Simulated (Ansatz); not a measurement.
TiTe$_{2}$, in the lowest among the structures calculated here: P-3m1 (No. 164), hP3, CdI2 type; a = b = 3.8015 Å, c = 6.9010 Å, α = β = 90.00°, γ = 120.00°; Ti 1a (0.000, 0.000, 0.000); Te 2d (0.333, 0.667, 0.246). All values below come from r2SCAN (plane waves to 500 eV, PAW, scalar-relativistic; Ansatz, a program for electronic structure). Element references, the lowest calculated here: Te (P3₁21), Ti (P6/mmm, not the ambient form).

Total energies (eV/atom, σ → 0; comparable only within this code, potentials and settings):

```json
[
 {"phase": "TiTe2 (P-3m1)", "E (eV/atom)": "-5498.838"},
 {"phase": "Te (P3₁21)", "E (eV/atom)": "-6994.823"},
 {"phase": "Ti (P6/mmm)", "E (eV/atom)": "-2504.386"}
]
```

### Question
What is the formation energy of this P-3m1 form of TiTe2 from the elements?

### Answer
E_f = -5498.838 − [1 × (-2504.386) + 2 × (-6994.823)] / 3 = -0.83 eV/atom (-2.5 eV per formula unit).

Static energies, no anion corrections, no zero-point energy. Values are rounded to 0.01 eV/atom. Spin-orbit coupling is missing from these energies, which matters for elements this heavy. The compounds carry no spin polarisation.
